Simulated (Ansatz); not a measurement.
Task: SnC (wurtzite, space group No. 186) is relaxed with the program Ansatz at the PBEsol level (PAW). What lattice parameters of the conventional cell result?

Result: a = 3.553 Å, c = 5.818 Å.

Task: Is it a metal or does it have a gap at this level?

Result: A gap of 0.97 eV, direct.

Space group P6_3mc (wurtzite). The start of the workflow was typed in or built on a structure type; neither database checked (COD, Materials Project) lists it. Its standing as an ambient phase is unchecked. The cell was relaxed with PBEsol under the symmetry of its start; whether a distortion lowers the energy is not shown. Its formation energy is positive at this level, so the cell may be metastable or incomplete. Scalar-relativistic: spin–orbit coupling is off unless named, which matters more the heavier the elements.

Potentials: the later of the program's two PAW sets.
